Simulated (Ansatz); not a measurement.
**Lattice vibrations of BN at Γ at -0.5 GPa**

These are results of DFT LDA, scalar-relativistic, plane waves, PAW in Ansatz, not measurements. Settings: 420 eV plane-wave cutoff, Γ-centred 8×8×8 mesh, fixed occupations. No spin polarisation. Phonons by linear response, acoustic sum rule imposed.

The cell is fixed (symmetry leaves no force on the atoms) and stands under -0.5 GPa:
```
B N
1.0
     0.00000    1.79100    1.79100
     1.79100    0.00000    1.79100
     1.79100    1.79100    0.00000
B N
1 1
Cartesian
  0.0000 0.0000 0.0000
  0.8955 0.8955 0.8955
```

The cell is the ideal cubic zincblende prototype.

Optical modes at Γ (transverse, no macroscopic field); i marks an imaginary frequency:
```csv
frequency (meV),degeneracy,IR intensity of the level ((D/Å)²/amu)
132.2,3,40.02
```

All 3 optical modes at Γ are real: no displacement of atoms at fixed cell lowers the energy to second order. Strains and modes at other wave vectors aren't tested by this run.

| Item | Value |
| --- | --- |
| Electronic dielectric constant ε∞ (principal values) | 4.57 |
| Static dielectric constant ε0 (principal values) | 6.7 |
| Refractive index √ε∞, mean | 2.14 |
| Kohn–Sham gap on the mesh | 4.39 eV |
| Cost | 8.7 s on 4 threads of Oxide Virtual Turin-like Processor (Zen 5), on a shared host, peak memory 0.38 GiB |

Born effective charges (e):
| atom | Z*xx | Z*yy | Z*zz | mean |
| --- | --- | --- | --- | --- |
| B (atom 1) | 1.88 | 1.88 | 1.88 | 1.88 |
| N (atom 2) | -1.88 | -1.88 | -1.88 | -1.88 |